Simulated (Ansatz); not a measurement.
Ti:
```cif
data_Ti2
_chemical_formula_sum 'Ti2'
_space_group_name_H-M_alt 'P 1'
_space_group_IT_number 1
_cell_length_a 2.93485
_cell_length_b 2.93485
_cell_length_c 4.64202
_cell_angle_alpha 90.000
_cell_angle_beta 90.000
_cell_angle_gamma 120.000
loop_
_space_group_symop_operation_xyz
  'x, y, z'
loop_
_atom_site_label
_atom_site_type_symbol
_atom_site_fract_x
_atom_site_fract_y
_atom_site_fract_z
_atom_site_occupancy
Ti1 Ti 0.33333 0.66667 0.25000 1
Ti2 Ti 0.66667 0.33333 0.75000 1
```

Relaxed with r²SCAN.

Task: Tabulate the valence density and the electron localisation function along the shortest Ti–Ti contact (2.87 Å), plane-wave PAW r²SCAN (Ansatz code).

Result: 

```
distance from Ti (Å)  density (e/Å³)   ELF
--------------------  --------------  ----
0.29                            9.57  0.69
0.43                            6.71  0.74
0.57                            3.76  0.71
0.72                            1.68  0.55
0.86                            0.69  0.28
1.01                            0.35  0.11
1.15                            0.23  0.10
1.29                            0.20  0.16
1.44                            0.19  0.21
1.58                            0.20  0.16
1.72                            0.23  0.10
1.87                            0.35  0.11
2.01                            0.69  0.28
2.16                            1.68  0.55
2.30                            3.76  0.71
2.44                            6.71  0.74
2.59                            9.57  0.69
```

The density is the valence pseudo-density with augmentation charge, so density and ELF within about 1 Å of a nucleus are not all-electron values.

Space group P6_3/mmc (hcp (Mg type)). Symmetry was held in the r²SCAN relaxation; of distortions, only those at the zone centre were tested. The run is not spin-polarised.

Potentials: the earlier of the program's two PAW sets.
